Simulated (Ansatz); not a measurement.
Is this CoSi6Ru5 structure a true minimum?

It was reached by relaxing an invented guess, and it needn't be the stable form of this composition.

These are results of DFT PBE, scalar-relativistic, plane waves, PAW in Ansatz 0.2.0, not measurements. Cutoff 420 eV; k points 10×10×6 on the computed 12-atom cell (Γ-centred); Gaussian smearing, width 0.10 eV; collinear spin from starting moments 0.0 0.0 0.0 0.0 0.0 0.0 0.7 0.0 0.0 0.0 0.0 0.2 μB.

The cell below (12 atoms, space group P4/mmm (No. 123)) is relaxed within its symmetry.

```
Si Co Ru
1.0
     4.13622    0.00000    0.00000
     0.00000    4.13622    0.00000
     0.00000    0.00000    8.72503
Si Co Ru
6 1 5
Cartesian
  0.0000 2.0681 7.3054
  0.0000 2.0681 1.4197
  0.0000 2.0681 4.3625
  2.0681 0.0000 7.3054
  2.0681 0.0000 1.4197
  2.0681 0.0000 4.3625
  2.0681 2.0681 0.0000
  0.0000 0.0000 5.8339
  0.0000 0.0000 2.8911
  2.0681 2.0681 5.8444
  2.0681 2.0681 2.8807
  0.0000 0.0000 0.0000
```

For the test it was strained at random (σ = 1.5 % a component), the atoms were moved at random (σ = 0.05 Å), and all was relaxed again on a coarse 6×6×4 mesh (in the run’s order of axes) with 0.20 eV smearing, with no symmetry imposed.

The magnetic state reached may not be the lowest.

Question: Is the structure stable against such a distortion?

Answer: It returns, within 1 meV/atom of the unmoved cell on that mesh and with the same symmetry when read at 0.1 Å. No instability shows in this cell; modes of other wave vectors, which need another repeat, aren't tested.
